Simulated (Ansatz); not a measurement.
Computed with Ansatz 0.2.0, DFT PBE, scalar-relativistic, plane waves, PAW. Plane waves to 420 eV, an 18×18×4 mesh through Γ for the 8-atom cell and 0.10 eV Gaussian smearing; no spin polarisation.

Energies over the elements count from the elements' standard structures at the same level (N₂ as a molecule), with no fitted energy shifts.

**Question.** Suggest a trial structure for a trigonal metal made of Be, Ge and N, with a formation energy near −0.25 eV/atom and about 9 Å³ per atom, in a cell of 8 atoms.

**Answer.** Be5GeN2, space group P3m1 (No. 156). Be on its first site has 12 Be at 2.55–2.68 Å and 1 N at 2.82 Å; Be on its second site is surrounded by 3 N at 1.75 Å, 3 Be at 2.20 Å and 9 Be at 2.68 Å; around Ge lie 6 Ge at 2.68 Å and 6 Be at 2.78–2.80 Å; around N on its first site lie 6 Be at 1.72–1.75 Å; 4 more sites not described.

```cif
data_structure
_symmetry_space_group_name_H-M 'P3m1'
_symmetry_Int_Tables_number 156
_cell_length_a 2.6804
_cell_length_b 2.6804
_cell_length_c 11.9982
_cell_angle_alpha 90.000
_cell_angle_beta 90.000
_cell_angle_gamma 120.000
_cell_volume 74.65
loop_
_atom_site_label
_atom_site_type_symbol
_atom_site_symmetry_multiplicity
_atom_site_Wyckoff_symbol
_atom_site_fract_x
_atom_site_fract_y
_atom_site_fract_z
_atom_site_occupancy
Be1 Be 1 a 0.00000 0.00000 0.99405 1
Be2 Be 1 b 0.33333 0.66667 0.17637 1
Be3 Be 1 a 0.00000 0.00000 0.30712 1
Be4 Be 1 c 0.66667 0.33333 0.69374 1
Be5 Be 1 b 0.33333 0.66667 0.82530 1
Ge1 Ge 1 b 0.33333 0.66667 0.50118 1
N1 N 1 c 0.66667 0.33333 0.24361 1
N2 N 1 a 0.00000 0.00000 0.75864 1
```

The volume per atom is 9.3 Å³. The density is 3.2 g/cm³. The energy over the elements is −0.25 eV/atom and the gap on the 18×18×4 mesh of the 8-atom cell is 0 eV (a metal).

It was reached by relaxing an invented guess, and it needn't be the stable form of this composition. Other answers may fit too; this one was computed.

No dispersion correction is applied, so the spacing and binding between layers, chains or molecules are poorly described. A structure relaxed within its symmetry needn't be a true minimum.
